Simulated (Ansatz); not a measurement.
ZnAu:
```xyz
2
Lattice="3.1488 0.0000 0.0000 0.0000 3.1488 0.0000 0.0000 0.0000 3.1488" Properties=species:S:1:pos:R:3 pbc="T T T"
Au     0.0000     0.0000     0.0000
Zn     1.5744     1.5744     1.5744
```

Relaxed with r²SCAN.

Question: Tabulate the valence density and the electron localisation function along the shortest Au–Zn contact (2.73 Å), DFT-r²SCAN in the program Ansatz with PAW potentials.

Answer: 

| distance from Au (Å) | density (e/Å³) | ELF |
|---|---|---|
| 0.27 | 11.98 | 0.69 |
| 0.41 | 9.24 | 0.61 |
| 0.55 | 6.51 | 0.57 |
| 0.68 | 4.10 | 0.52 |
| 0.82 | 2.15 | 0.45 |
| 0.95 | 0.99 | 0.37 |
| 1.09 | 0.58 | 0.31 |
| 1.23 | 0.38 | 0.29 |
| 1.36 | 0.29 | 0.28 |
| 1.50 | 0.26 | 0.23 |
| 1.64 | 0.28 | 0.18 |
| 1.77 | 0.39 | 0.17 |
| 1.91 | 0.64 | 0.17 |
| 2.05 | 1.22 | 0.12 |
| 2.18 | 2.95 | 0.04 |
| 2.32 | 8.29 | 0.01 |
| 2.45 | 20.66 | 0.00 |

The density is the valence pseudo-density with augmentation charge, so density and ELF within about 1 Å of a nucleus are not all-electron values.

Space group Pm-3m (CsCl type). The r²SCAN relaxation kept the symmetry of its start; of distortions, only those at the zone centre were tested. Spin–orbit coupling is left out wherever it is not named.

Potentials: the later of the program's two PAW sets.
